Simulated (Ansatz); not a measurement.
Relaxed-ion elastic tensor of V (bcc (W type), Im-3m) in GPa (Voigt order), DFT-PBEsol in the program Ansatz with PAW potentials; density 6.53 g/cm³, 12.94 Å³ per atom.

```tsv
	1	2	3	4	5	6
1	293	150	150	0.0	0.0	0.0
2	150	293	150	0.0	0.0	0.0
3	150	150	293	0.0	0.0	0.0
4	0.0	0.0	0.0	21.6	0.0	0.0
5	0.0	0.0	0.0	0.0	21.6	0.0
6	0.0	0.0	0.0	0.0	0.0	21.6
```

Question: Is the crystal mechanically stable?

Answer: Yes: the smallest eigenvalue of C is 21.6 GPa.

Question: Work out the Voigt, Reuss and Hill averages.

Answer: K_V = 197, K_R = 197, K_H = 197; G_V = 41.5, G_R = 30.0, G_H = 35.8 GPa.

Question: Give Young's modulus, Poisson's ratio, Pugh's ratio and the universal anisotropy index.

Answer: E = 9KG/(3K + G) = 101 GPa; ν = 0.41; K/G = 5.52 (ductile by the Pugh limit of 1.75); A_U = 5G_V/G_R + K_V/K_R − 6 = 1.92.

Question: Estimate the sound speeds and the Debye temperature.

Answer: v_l = √((K + 4G/3)/ρ) = 6120 m/s, v_t = √(G/ρ) = 2340 m/s, mean 2650 m/s; Θ = (h/k)(3n/4πV)^(1/3) v_m = 336 K.

Question: Give the Zener ratio and Young's modulus along [100], [110] and [111].

Answer: A = 2C44/(C11 − C12) = 0.30; 1/E = S11 − 2(S11 − S12 − S44/2)Γ with Γ = 0, 1/4, 1/3 gives 191, 75.3, 62.6 GPa.

Question: Solve the Christoffel equation for the three sound speeds along [100], [110], [111].

Answer: Eigenvalues of C_ijkl n_j n_l equal ρv². In km/s, slowest first: [100] 1.82, 1.82, 6.69; [110] 1.82, 3.30, 6.10; [111] 2.90, 2.90, 5.88.

The cell was relaxed with PBEsol under the symmetry of its start. No spin polarisation was allowed. As this level gives no gap, shear constants depend on the k-mesh and smearing (Fermi–Dirac, 0.1 eV here). On the denser mesh and wider smearing of the elastic run this cell carries a stress of 0.4 GPa.

Potentials: the earlier of the program's two PAW sets.
